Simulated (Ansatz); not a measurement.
The relaxed structure here is a generated cell of VSi2: the first start was made by placing the elements on the sites of a structure type, and the end was not matched to a known phase here, so it may be hypothetical.

The end point of a relaxation of VSi2. The numbers are results of PBEsol (plane waves to 420 eV, PAW, scalar-relativistic; Ansatz, a program for electronic structure), not measurements.

```xyz
3
Lattice="2.7679 0.0000 0.0000 -1.3839 2.3970 0.0000 0.0000 0.0000 5.9237" Properties=species:S:1:pos:R:3 pbc="T T T"
V      0.0000     0.0000     0.0000
Si     0.0000     1.5980     1.9293
Si     1.3839     0.7990     3.9944
```

**Question.** Find the space group and the Wyckoff positions (tolerance 0.01 Å).

**Answer.** Space group P-3m1 (No. 164); a = b = 2.7679 Å, c = 5.9237 Å, α = β = 90.00°, γ = 120.00°

```
atom  site  symmetry       x       y       z
----  ----  --------  ------  ------  ------
V       1a      -3m.  0.0000  0.0000  0.0000
Si      2d       3m.  0.3333  0.6667  0.3257
```

**Question.** Give the shortest distances between elements (the closest pairs, up to four, under 3.6 Å).

**Answer.** Si–V 2.51 Å; Si–Si 2.61 Å; V–V 2.77 Å.

```json
{
  "volume_per_atom": "13.10 Å³",
  "band_gap": "zero (metallic)",
  "magnetic_moment": "zero (the starting moments vanished)"
}
```

No spin polarisation in the result: the starting moments vanished. The relaxed primitive cell holds an odd number of electrons. A magnetic state may lie lower.

The run could not lose the symmetry of its start, so the end can be a saddle point.
